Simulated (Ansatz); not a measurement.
Total density of states per atom from DFT-r²SCAN in the program Ansatz with PAW potentials, in 0.25 eV bins, energy from the valence-band maximum:

```json
[
 {"E (eV)": "-7.85", "states/eV/atom": "0.41"},
 {"E (eV)": "-7.60", "states/eV/atom": "0.53"},
 {"E (eV)": "-7.35", "states/eV/atom": "0.37"},
 {"E (eV)": "-7.10", "states/eV/atom": "0.30"},
 {"E (eV)": "-6.85", "states/eV/atom": "0.23"},
 {"E (eV)": "-6.60", "states/eV/atom": "0.21"},
 {"E (eV)": "-6.35", "states/eV/atom": "0.19"},
 {"E (eV)": "-6.10", "states/eV/atom": "0.18"},
 {"E (eV)": "-5.85", "states/eV/atom": "0.14"},
 {"E (eV)": "-5.60", "states/eV/atom": "0.12"},
 {"E (eV)": "-5.35", "states/eV/atom": "0.11"},
 {"E (eV)": "-5.10", "states/eV/atom": "0.10"},
 {"E (eV)": "-4.85", "states/eV/atom": "0.09"},
 {"E (eV)": "-4.60", "states/eV/atom": "0.11"},
 {"E (eV)": "-4.35", "states/eV/atom": "0.49"},
 {"E (eV)": "-4.10", "states/eV/atom": "0.63"},
 {"E (eV)": "-3.85", "states/eV/atom": "0.51"},
 {"E (eV)": "-3.60", "states/eV/atom": "0.50"},
 {"E (eV)": "-3.35", "states/eV/atom": "0.68"},
 {"E (eV)": "-3.10", "states/eV/atom": "0.66"},
 {"E (eV)": "-2.85", "states/eV/atom": "0.72"},
 {"E (eV)": "-2.60", "states/eV/atom": "0.71"},
 {"E (eV)": "-2.35", "states/eV/atom": "0.63"},
 {"E (eV)": "-2.10", "states/eV/atom": "0.58"},
 {"E (eV)": "-1.85", "states/eV/atom": "0.59"},
 {"E (eV)": "-1.60", "states/eV/atom": "0.52"},
 {"E (eV)": "-1.35", "states/eV/atom": "0.45"},
 {"E (eV)": "-1.10", "states/eV/atom": "0.28"},
 {"E (eV)": "-0.85", "states/eV/atom": "0.19"},
 {"E (eV)": "-0.60", "states/eV/atom": "0.13"},
 {"E (eV)": "-0.35", "states/eV/atom": "0.07"},
 {"E (eV)": "-0.10", "states/eV/atom": "0.02"},
 {"E (eV)": "0.15", "states/eV/atom": "0.00"},
 {"E (eV)": "0.40", "states/eV/atom": "0.00"},
 {"E (eV)": "0.65", "states/eV/atom": "0.00"},
 {"E (eV)": "0.90", "states/eV/atom": "0.07"},
 {"E (eV)": "1.15", "states/eV/atom": "0.17"},
 {"E (eV)": "1.40", "states/eV/atom": "0.32"},
 {"E (eV)": "1.65", "states/eV/atom": "0.46"},
 {"E (eV)": "1.90", "states/eV/atom": "0.74"},
 {"E (eV)": "2.15", "states/eV/atom": "0.81"},
 {"E (eV)": "2.40", "states/eV/atom": "0.70"},
 {"E (eV)": "2.65", "states/eV/atom": "0.51"},
 {"E (eV)": "2.90", "states/eV/atom": "0.47"},
 {"E (eV)": "3.15", "states/eV/atom": "0.48"},
 {"E (eV)": "3.40", "states/eV/atom": "0.51"},
 {"E (eV)": "3.65", "states/eV/atom": "0.83"},
 {"E (eV)": "3.90", "states/eV/atom": "0.81"},
 {"E (eV)": "4.15", "states/eV/atom": "0.69"},
 {"E (eV)": "4.40", "states/eV/atom": "0.60"},
 {"E (eV)": "4.65", "states/eV/atom": "0.54"},
 {"E (eV)": "4.90", "states/eV/atom": "0.59"},
 {"E (eV)": "5.15", "states/eV/atom": "0.63"},
 {"E (eV)": "5.40", "states/eV/atom": "0.61"}
]
```

Question: Pick the material that matches.
A. HfSi, CsCl type
B. SiGe3, P-4m2 (Si on 1a, Ge on 2g, Ge on 1c)
C. SiO2, Pbcn (Si on 4c, O on 8d)
D. Si, Ia-3 (Si on 16c)

Answer: B, SiGe3, P-4m2 (Si on 1a, Ge on 2g, Ge on 1c). Top 1 eV of the valence band: Ge 4p 76 %, Si 3p 20 %. Bottom 1 eV of the conduction band: Ge 4p 42 %, Ge 4s 25 %, Si 3p 17 %, outside the projected shells 11 %. Projections are on Löwdin-orthogonalised atomic valence shells; empty p or d shells of many metals are not among them.

The start of the workflow was typed in or built on a structure type; neither database checked (COD, Materials Project) lists it. Its standing as an ambient phase is unchecked. The r²SCAN relaxation kept the symmetry of its start; its stability against distortions is not shown here. Scalar-relativistic: spin–orbit coupling is off unless named, which matters more the heavier the elements.

Potentials: the earlier of the program's two PAW sets.
